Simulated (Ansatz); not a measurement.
# ZnS with Ag replacing Zn: do the settings matter for the field gradients?

Cell: a supercell of ZnS (wurtzite type, P6_3mc) built from an entry of the Crystallography Open Database (COD), with all atoms left at the host's positions.

```yaml
crystal:
  lattice:
    - [7.62200, 0.00000, 0.00000]
    - [-5.71650, 9.90127, 0.00000]
    - [0.00000, 0.00000, 12.46800]
  atoms:
    - { symbol: Ag, position: [0.16667, 0.22222, 0.00000] }
    - { symbol: Zn, position: [0.16667, 0.22222, 0.50000] }
    - { symbol: Zn, position: [0.16667, 0.55556, 0.00000] }
    - { symbol: Zn, position: [0.16667, 0.55556, 0.50000] }
    - { symbol: Zn, position: [0.16667, 0.88889, 0.00000] }
    - { symbol: Zn, position: [0.16667, 0.88889, 0.50000] }
    - { symbol: Zn, position: [0.66667, 0.22222, 0.00000] }
    - { symbol: Zn, position: [0.66667, 0.22222, 0.50000] }
    - { symbol: Zn, position: [0.66667, 0.55556, 0.00000] }
    - { symbol: Zn, position: [0.66667, 0.55556, 0.50000] }
    - { symbol: Zn, position: [0.66667, 0.88889, 0.00000] }
    - { symbol: Zn, position: [0.66667, 0.88889, 0.50000] }
    - { symbol: Zn, position: [0.33333, 0.11111, 0.25000] }
    - { symbol: Zn, position: [0.33333, 0.11111, 0.75000] }
    - { symbol: Zn, position: [0.33333, 0.44444, 0.25000] }
    - { symbol: Zn, position: [0.33333, 0.44444, 0.75000] }
    - { symbol: Zn, position: [0.33333, 0.77778, 0.25000] }
    - { symbol: Zn, position: [0.33333, 0.77778, 0.75000] }
    - { symbol: Zn, position: [0.83333, 0.11111, 0.25000] }
    - { symbol: Zn, position: [0.83333, 0.11111, 0.75000] }
    - { symbol: Zn, position: [0.83333, 0.44444, 0.25000] }
    - { symbol: Zn, position: [0.83333, 0.44444, 0.75000] }
    - { symbol: Zn, position: [0.83333, 0.77778, 0.25000] }
    - { symbol: Zn, position: [0.83333, 0.77778, 0.75000] }
    - { symbol: S, position: [0.16667, 0.22222, 0.19250] }
    - { symbol: S, position: [0.16667, 0.22222, 0.69250] }
    - { symbol: S, position: [0.16667, 0.55556, 0.19250] }
    - { symbol: S, position: [0.16667, 0.55556, 0.69250] }
    - { symbol: S, position: [0.16667, 0.88889, 0.19250] }
    - { symbol: S, position: [0.16667, 0.88889, 0.69250] }
    - { symbol: S, position: [0.66667, 0.22222, 0.19250] }
    - { symbol: S, position: [0.66667, 0.22222, 0.69250] }
    - { symbol: S, position: [0.66667, 0.55556, 0.19250] }
    - { symbol: S, position: [0.66667, 0.55556, 0.69250] }
    - { symbol: S, position: [0.66667, 0.88889, 0.19250] }
    - { symbol: S, position: [0.66667, 0.88889, 0.69250] }
    - { symbol: S, position: [0.33333, 0.11111, 0.44250] }
    - { symbol: S, position: [0.33333, 0.11111, 0.94250] }
    - { symbol: S, position: [0.33333, 0.44444, 0.44250] }
    - { symbol: S, position: [0.33333, 0.44444, 0.94250] }
    - { symbol: S, position: [0.33333, 0.77778, 0.44250] }
    - { symbol: S, position: [0.33333, 0.77778, 0.94250] }
    - { symbol: S, position: [0.83333, 0.11111, 0.44250] }
    - { symbol: S, position: [0.83333, 0.11111, 0.94250] }
    - { symbol: S, position: [0.83333, 0.44444, 0.44250] }
    - { symbol: S, position: [0.83333, 0.44444, 0.94250] }
    - { symbol: S, position: [0.83333, 0.77778, 0.44250] }
    - { symbol: S, position: [0.83333, 0.77778, 0.94250] }
```

Atom numbers follow the list; atoms alike are taken as one site, whose name carries the number of the first.

Reference run. Computed with Ansatz: DFT, PBE, plane waves and PAW, scalar-relativistic, 420 eV cutoff, Γ-centred 3×2×2 k-points, Fermi–Dirac smearing 0.01 eV, cell charge -1.

**Question.** The input is changed as follows: `scf.occupations.width`: 0.01 → not typed; `scf.occupations.method`: fermi_dirac → tetrahedron_uncorrected; `scf.mixing.preconditioner`: not typed → none; `scf.lower_state_search`: not typed → light. What happens to V_zz (10²¹ V/m²) and η?

**Answer.** 

```csv
site,atom,V_zz reference,η reference,V_zz changed,η changed
Ag,1,3.87,0.13,3.87,0.13
Zn2,2,1.38,0.03,1.38,0.03
Zn3,3,2.66,0.38,2.66,0.38
Zn7,7,2.96,0.25,2.96,0.25
Zn20,20,0.61,0.62,0.61,0.62
S28,28,-0.55,0.48,-0.55,0.48
S34,34,-0.56,0.48,-0.56,0.48
S38,38,-4.19,0.12,-4.19,0.12
S40,40,-3.98,0.03,-3.98,0.03
S42,42,-0.74,0.63,-0.74,0.63
S44,44,-4.21,0.14,-4.21,0.14
S48,48,-0.54,0.26,-0.54,0.26
```

No V_zz moves by more than 0.01. The table leaves out 36 of the 48 sites, with |V_zz| up to 4.34; their tensors move by 0.01 at most along any direction. The statements above cover all sites. The gap of 1.3 eV is far wider than the smearing, so the levels stay full or empty whatever the smearing's form; with a small gap this would fail. SCF iterations: 10 and 10. New warnings: band table not solved further.

On the reference run: The defect repeats with the cell of 48 atoms, so it feels its images: sites between two images don't show the values beside a lone defect, and zeros or small values of η there can come from the images' arrangement. S and Zn carry a gradient in the pure host already, so the values there aren't the defect's effect alone. A uniform background compensates the cell's charge. Without spin–orbit coupling (the program notes it for Ag) the gradients are little affected as a rule: paired runs on crystals with a gap mostly move them by under 2 % at such atoms. The neighbours have not yet relaxed around the defect (largest force 1.9 eV/Å), so a real crystal will differ.
